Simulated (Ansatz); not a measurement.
# BiN: modes against the lattice constant

Level of theory: DFT PBEsol, scalar-relativistic, plane waves, PAW (Ansatz). Settings: 420 eV plane-wave cutoff, Γ-centred 14×14×14 mesh, Fermi-Dirac smearing of 0.15 eV. No spin polarisation. Phonons by linear response, acoustic sum rule imposed.

The cell is fixed (symmetry leaves no force on the atoms) and stands under 10.0 GPa:
```
Bi N
1.0
     3.07010    0.00000    0.00000
     0.00000    3.07010    0.00000
     0.00000    0.00000    3.07010
Bi N
1 1
Cartesian
  0.0000 0.0000 0.0000
  1.5351 1.5351 1.5351
```

Its imaginary modes show that this cell, the ideal cubic caesium chloride prototype, isn't a minimum of the energy. In a metal, frequencies and elastic constants depend on the k mesh and the smearing, soft modes and shear constants most. Spin–orbit coupling is left out, which can shift energies with elements as heavy as these.

Q: How do the optical zone-centre modes (counted from the lowest optical one, degenerate ones once; i marks imaginary ones) of this metal change over a = 3.070 and 3.139 Å?

A:
```tsv
a (Å)	3.070	3.139
pressure (GPa)	10.0	0.2
mode 1 (cm⁻¹)	226i	250i
```